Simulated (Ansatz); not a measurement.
**Data sheet: ZnGaNO (DFT)**

ZnGaNO:
Space group P3m1 (No. 156); a = 3.237 Å, b = 3.237 Å, c = 20.726 Å, α = 90.00°, β = 90.00°, γ = 120.00°

| atom | site | symmetry | x | y | z |
|---|---|---|---|---|---|
| Ga | 1b | 3m. | 0.3333 | 0.6667 | 0.0009 |
| N | 1b | 3m. | 0.3333 | 0.6667 | 0.0928 |
| Ga | 1c | 3m. | 0.6667 | 0.3333 | 0.1265 |
| N | 1c | 3m. | 0.6667 | 0.3333 | 0.2181 |
| Ga | 1b | 3m. | 0.3333 | 0.6667 | 0.2517 |
| N | 1b | 3m. | 0.3333 | 0.6667 | 0.3433 |
| Ga | 1c | 3m. | 0.6667 | 0.3333 | 0.3772 |
| N | 1c | 3m. | 0.6667 | 0.3333 | 0.4689 |
| Zn | 1b | 3m. | 0.3333 | 0.6667 | 0.4956 |
| O | 1b | 3m. | 0.3333 | 0.6667 | 0.5979 |
| Zn | 1c | 3m. | 0.6667 | 0.3333 | 0.6188 |
| O | 1c | 3m. | 0.6667 | 0.3333 | 0.7208 |
| Zn | 1b | 3m. | 0.3333 | 0.6667 | 0.7415 |
| O | 1b | 3m. | 0.3333 | 0.6667 | 0.8440 |
| Zn | 1c | 3m. | 0.6667 | 0.3333 | 0.8640 |
| O | 1c | 3m. | 0.6667 | 0.3333 | 0.9706 |

Space group P3m1 (No. 156); conventional cell a = b = 3.237 Å, c = 20.726 Å, α = β = 90.00°, γ = 120.00°.

Method: plane-wave PAW r²SCAN (Ansatz code). The cell and atoms are relaxed at this level. Other levels are named where they apply.

### Cell and energy

Volume per atom: 11.75 Å³
Density: 5.83 g/cm³
Formation energy from the elements (no fitted shifts): -0.99 eV/atom

### Electronic structure

- Electronic character: metallic (no gap)
- Density of states at the Fermi level: 0.07 states/eV per atom (mean over ±0.08 eV)

The start of the workflow was typed in or built on a structure type; the Crystallography Open Database copy checked does not list it. Whether it is the stable phase at ambient conditions was not checked. The r²SCAN relaxation kept the symmetry of its start; its stability against distortions is not shown here. The references are the lowest solids computed at this level, not always the standard phases (solids in place of the gases). Scalar-relativistic: spin–orbit coupling is off unless named, which matters more the heavier the elements.

Potentials: the earlier of the program's two PAW sets.
